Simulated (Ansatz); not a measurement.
Data:

Bi$_{2}$S$_{3}$:
```yaml
crystal:
  lattice:
    - [4.05633, 0.00000, 0.00000]
    - [-2.02817, 3.51289, 0.00000]
    - [0.00000, 0.00000, 10.39919]
  atoms:
    - { symbol: Bi, position: [0.33333, 0.66667, 0.18065] }
    - { symbol: Bi, position: [0.66667, 0.33333, 0.81935] }
    - { symbol: S, position: [0.00000, 0.00000, 0.00000] }
    - { symbol: S, position: [0.33333, 0.66667, 0.68133] }
    - { symbol: S, position: [0.66667, 0.33333, 0.31867] }
```

This is the PBE-relaxed structure. Tensor components refer to the Cartesian frame of this cell.

Question: All from the program Ansatz at the PBE level (PAW), unless another level is named. Predict the electron effective mass.

Answer: 0.15 along x (mₑ).

Question: Next, the smallest direct gap on the standard path?

Answer: 1.21 eV.

Question: Predict the formation energy from the elements (no fitted shifts).

Answer: -0.36 eV/atom.

Question: Predict the weight of the conduction-edge state by species (Voronoi cells).

Answer: Bi 61 %, S 39 %.

Question: And the valence-band maximum?

Answer: off the standard path, at k = (-0.010, 0.203, 0.391).

Question: And the weight of the valence-edge state by species (Voronoi cells)?

Answer: S 86 %, Bi 14 %.

Space group P-3m1 (La2O3 or Ni2Al3 type). The cell is a constructed one: a structure type filled with these elements; neither database checked (COD, Materials Project) lists it. COD files the formula under space group No. 62, so this cell is another polymorph or a model. Whether it is the stable phase at ambient conditions was not checked. The PBE relaxation kept the symmetry of its start; its stability against distortions is not shown here. The references are the lowest solids computed at this level, not always the standard phases. Spin–orbit coupling is left out wherever it is not named.

Potentials: the later of the program's two PAW sets.
